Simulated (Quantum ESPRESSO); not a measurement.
pw.x input (Quantum ESPRESSO 7.5; PBEsol, PseudoDojo standard norm-conserving files, scalar-relativistic):

```
&CONTROL
  calculation = 'scf'
  pseudo_dir = './pseudo'
  outdir = './out'
  tprnfor = .true.
  tstress = .true.
/
&SYSTEM
  ibrav = 0
  nat = 6
  ntyp = 3
  ecutwfc = 100.0
  ecutrho = 400.0
  occupations = 'smearing'
  smearing = 'fd'
  degauss = 0.002
  nbnd = 45
/
&ELECTRONS
  conv_thr = 6e-10
/
ATOMIC_SPECIES
O 15.9990 O.upf
Br 79.9040 Br.upf
Lu 174.9668 Lu.upf
CELL_PARAMETERS angstrom
  3.754025580000   0.000000000000   0.000000000000
  0.000000000000   3.754025580000   0.000000000000
  0.000000000000   0.000000000000   8.286000080000
ATOMIC_POSITIONS crystal
O   0.000000000000   0.000000000000   0.500000000000
O   0.500000000000   0.500000000000   0.500000000000
Br   0.500000000000   0.000000000000   0.167410456400
Br   0.000000000000   0.500000000000   0.832589543600
Lu   0.000000000000   0.500000000000   0.365357124700
Lu   0.500000000000   0.000000000000   0.634642875300
K_POINTS automatic
8 8 4 0 0 0
```

End of the output:

```

[...]
     the Fermi energy is    10.9020 ev
!    total energy              =   -1115.58865007 Ry
     estimated scf accuracy    <          5.7E-10 Ry
     smearing contrib. (-TS)   =       0.00000000 Ry
     internal energy E=F+TS    =   -1115.58865007 Ry
     The total energy is F=E-TS. E is the sum of the following terms:
     one-electron contribution =   -1057.32982051 Ry
     hartree contribution      =     601.81614796 Ry
     xc contribution           =    -184.92572091 Ry
     ewald contribution        =    -475.14925661 Ry
     convergence has been achieved in  13 iterations
     Forces acting on atoms (cartesian axes, Ry/au):
     atom    1 type  1   force =     0.00000000    0.00000000    0.00000000
     atom    2 type  1   force =     0.00000000    0.00000000    0.00000000
     atom    3 type  2   force =     0.00000000    0.00000000    0.00576831
     atom    4 type  2   force =     0.00000000    0.00000000   -0.00576831
     atom    5 type  3   force =     0.00000000    0.00000000    0.01291003
     atom    6 type  3   force =     0.00000000    0.00000000   -0.01291003
     Total force =     0.019997     Total SCF correction =     0.000198
     Computing stress (Cartesian axis) and pressure
          total   stress  (Ry/bohr**3)                   (kbar)     P=      -19.81
  -0.00014872   0.00000000   0.00000000          -21.88        0.00        0.00
   0.00000000  -0.00014872   0.00000000            0.00      -21.88        0.00
   0.00000000   0.00000000  -0.00010660            0.00        0.00      -15.68
```
In a gapped system the printed Fermi energy is only some level inside the gap.

Spin-orbit coupling is not included.

Geometry relaxed with PBE+D3(BJ).
